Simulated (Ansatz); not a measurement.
WO₃:
```
WO3
1.0
    3.79933     0.00000     0.00000
    0.00000     3.79933     0.00000
    0.00000     0.00000     3.79933
W O
1 3
Cartesian
  0.00000   0.00000   0.00000
  0.00000   0.00000   1.89967
  1.89967   0.00000   0.00000
  0.00000   1.89967   0.00000
```

Cartesian axes are those of the cell as given.

Problem. Give the high-frequency dielectric tensor and the Born effective charge tensors of the independent atoms from DFPT, DFT-PBEsol in the program Ansatz with PAW potentials.

Solution. 
ε∞:
```
9.25  0.00  0.00
0.00  9.25  0.00
0.00  0.00  9.25
```
Z* of atom 1 (W), rows: field, columns: displacement, in e:
```
13.23   0.00   0.00
 0.00  13.23   0.00
 0.00   0.00  13.23
```
Z* of atom 2 (O), rows: field, columns: displacement, in e:
```
-1.76   0.00   0.00
 0.00  -1.76   0.00
 0.00   0.00  -9.72
```

Static charges for comparison (Bader): W1 +3.08, O2 -1.03 e. Born charges measure polarisation by displacement and can exceed these by far.

Space group Pm-3m (ReO3 type). The workflow started from a Materials Project entry (that database holds measured and hypothetical structures alike); the Crystallography Open Database copy checked does not list it. COD files the formula under space group No. 2, 14, 62, 129, 130, 191. Its standing as an ambient phase is unchecked. Symmetry was held in the PBEsol relaxation; whether a distortion lowers the energy is not shown. No spin polarisation was allowed. No Hubbard U is applied. Spin–orbit coupling is left out wherever it is not named.

Potentials: the later of the program's two PAW sets.
